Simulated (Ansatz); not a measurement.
SiGe:
```
SiGe
1.0
    3.61468     0.00000     0.00000
   -1.80734     3.13040     0.00000
    0.00000     0.00000     3.19379
Ge Si
1 1
Direct
  0.00000   0.00000   0.00000
  0.66667   0.33333   0.50000
```

Relaxed with r²SCAN. Special points in fractions of this cell's reciprocal vectors: Γ (0.000, 0.000, 0.000); M (0.500, 0.000, 0.000); K (0.333, 0.333, 0.000); A (0.000, 0.000, 0.500); L (0.500, 0.000, 0.500); H (0.333, 0.333, 0.500).

Q: List the band energies nearest the Fermi level at these points for the program Ansatz at the r²SCAN with spin–orbit coupling level (PAW).

A: In eV from the Fermi level; about four levels below and three above (degenerate sets whole), none deeper than 8.9 eV; points with the same levels are listed once.

```json
[
 {"k": "Γ", "below": "-0.37 -0.37 -0.11 -0.11", "above": "0.60 0.60 3.52 3.52"},
 {"k": "M", "below": "-2.70 -2.70", "above": "0.42 0.42 2.47 2.47"},
 {"k": "K", "below": "-5.72 -5.67", "above": "3.70 3.70 3.79 3.79"},
 {"k": "A", "below": "–", "above": "2.92 2.92 2.95 2.95"},
 {"k": "L", "below": "-5.17 -5.17 -4.85 -4.85", "above": "0.94 0.94 1.23 1.23"},
 {"k": "H", "below": "-2.03 -1.92 -1.71 -1.70", "above": "9.05 9.08 9.77"}
]
```

Space group P-6m2. A made-up cell: these elements were put on the sites of a structure type; neither database checked (COD, Materials Project) lists it. Whether it is the stable phase at ambient conditions was not checked. The r²SCAN relaxation kept the symmetry of its start; whether a distortion lowers the energy is not shown.

Potentials: the earlier of the program's two PAW sets.
